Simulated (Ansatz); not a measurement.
A distorted cell of GaP (zinc blende):

```xyz
4
Lattice="0.0000 5.4514 5.4514 2.7257 0.0000 2.7257 2.7257 2.7257 0.0000" Properties=species:S:1:pos:R:3 pbc="T T T"
P      4.0885     4.0885     4.0885
P      4.0885     6.8142     6.8142
Ga     0.0000     0.0000     0.0000
Ga     0.1967     2.7257     3.3157
```

Computed with r2SCAN (plane waves to 500 eV, PAW, scalar-relativistic; Ansatz, a first-principles code). k mesh 4×8×8 (Γ-centred), Fermi-Dirac smearing 0.05 eV. The energy includes the smearing's −TS. Stress and pressure are positive under compression. As the smearing reaches across the gap at some points, energies and forces of such displacements shift with the k mesh and the smearing. GaP was relaxed with its symmetry unable to fall.

Problem. What forces act on the atoms (eV/Å, Cartesian)?

Solution. 
```tsv
atom	Fx	Fy	Fz
P1	3.778	-4.337	4.117
P2	-0.550	0.537	0.718
Ga3	-0.402	0.457	0.145
Ga4	-2.827	3.344	-4.980
```

Problem. Give the stress tensor in GPa and the pressure.

Solution. 
```
    8.5    -10.6      4.6
  -10.6     11.2     -4.3
    4.6     -4.3      2.1
```
The pressure, a third of the trace, is 7.3 GPa.

Problem. In it atom 4 sits (0.197, 0.000, 0.590) Å away from its relaxed site. What is its energy relative to the relaxed cell?

Solution. 1856 meV/cell.

(For displaced atoms, the force is minus the slope of the energy, and its curvature is a force constant, which sets phonon frequencies.)
